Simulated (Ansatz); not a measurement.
Given:

BAs:
```xyz
2
Lattice="0.0000 2.4047 2.4047 2.4047 0.0000 2.4047 2.4047 2.4047 0.0000" Properties=species:S:1:pos:R:3 pbc="T T T"
B      3.6070     3.6070     3.6070
As     0.0000     0.0000     0.0000
```

This is the PBE-relaxed structure.

Task: All from PBE in the plane-wave PAW code Ansatz, unless another level is named. Give the smallest direct gap on the standard path.

Result: 3.25 eV.

Task: What about the hole effective mass, band 1 of 3 at the edge?

Result: 0.24 along [100], 1.9 along [110], 0.57 along [111] (mₑ).

Task: Next, the conduction-band minimum?

Result: on the Γ–X line, 80 % of the way from Γ (6 equivalent valleys).

Task: Next, the weight of the conduction-edge state by species (Voronoi cells)?

Result: B 54 %, As 46 %.

Space group F-43m (zinc blende). The PBE relaxation kept the symmetry of its start. Scalar-relativistic: spin–orbit coupling is off unless named, which matters more the heavier the elements.

Potentials: the earlier of the program's two PAW sets.
